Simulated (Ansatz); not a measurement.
Y$_{2}$C:
```xyz
3
Lattice="3.5434 0.0000 0.0000 -1.7717 3.0687 0.0000 0.0000 0.0000 6.1942" Properties=species:S:1:pos:R:3 pbc="T T T"
C      0.0000     0.0000     0.0000
Y      0.0000     2.0458     1.3406
Y      1.7717     1.0229     4.8536
```

Relaxed with PBEsol. Special points in fractions of this cell's reciprocal vectors: Γ (0.000, 0.000, 0.000); M (0.500, 0.000, 0.000); K (0.333, 0.333, 0.000); A (0.000, 0.000, 0.500); L (0.500, 0.000, 0.500); H (0.333, 0.333, 0.500).

List the band energies nearest the Fermi level at these points for PBEsol in the plane-wave PAW code Ansatz.

In eV from the Fermi level; about four levels below and three above (degenerate sets whole), none deeper than 8.9 eV; points with the same levels are listed once.

```json
[
 {"k": "Γ", "below": "-3.64 -2.11 -1.42 -1.42", "above": "1.84 2.31 2.31"},
 {"k": "M", "below": "-3.24 -1.61 -1.36 -0.72", "above": "0.07 0.67 4.17"},
 {"k": "K", "below": "-2.23 -2.23 -1.45 -0.06", "above": "0.26 0.26 3.65 3.65"},
 {"k": "A", "below": "-4.17 -1.46 -1.46 -1.01", "above": "0.73 2.07 2.07"},
 {"k": "L", "below": "-3.24 -1.68 -1.27 -0.27", "above": "0.24 0.36 3.37"},
 {"k": "H", "below": "-8.54 -2.39 -2.39 -1.57", "above": "0.61 0.61 0.83"}
]
```

Space group P-3m1 (anti-CdI2 type). The cell is a constructed one: a structure type filled with these elements; neither database checked (COD, Materials Project) lists it. COD files the formula under space group No. 166. Whether it is the stable phase at ambient conditions was not checked. The PBEsol relaxation kept the symmetry of its start; whether a distortion lowers the energy is not shown. The run is not spin-polarised. Scalar-relativistic: spin–orbit coupling is off unless named, which matters more the heavier the elements.

Potentials: the earlier of the program's two PAW sets. The files were generated under PBE; for other functionals the program regenerates the frozen cores, and for LDA and PBEsol the local potential too.
